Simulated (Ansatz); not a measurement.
Two states of Gd₃InN

```
Gd N In
1.0
     4.90603    0.00000    0.00000
     0.00000    4.90603    0.00000
     0.00000    0.00000    4.90603
Gd N In
3 1 1
Direct
  0.50000 0.50000 0.00000
  0.00000 0.50000 0.50000
  0.50000 0.00000 0.50000
  0.50000 0.50000 0.50000
  0.00000 0.00000 0.00000
```

Single point in Ansatz 0.2.0 with r2SCAN, with U_eff = 3.8 eV on Gd f (atomic projectors). Cutoff 500 eV, PAW datasets, 5×5×5 Γ-centred k mesh, cold filling (width 0.2502 eV).

State A: Gd1 up, Gd2 up, Gd3 up (collinear spin). State B: Gd1 up, Gd2 down, Gd3 up (collinear spin).

Q: Compare the two self-consistent states.

A: State A is lower by 19.3 meV an atom at zero smearing.

```json
{"state": "A", "free energy (meV/atom)": "0.0", "largest moment in a small sphere (μB)": "7.05", "net moment (μB/cell)": "21.91", "gap on mesh (eV)": "metal", "pressure (GPa)": "-0.9", "largest force (eV/Å)": "0.00"}
{"state": "B", "free energy (meV/atom)": "19.1", "largest moment in a small sphere (μB)": "7.02", "net moment (μB/cell)": "7.34", "gap on mesh (eV)": "metal", "pressure (GPa)": "-1.1", "largest force (eV/Å)": "0.00"}
```

Origin: a database entry at a rescaled volume. Caveats: another magnetic order, which this cell may not hold, can open a gap; wide smearing.
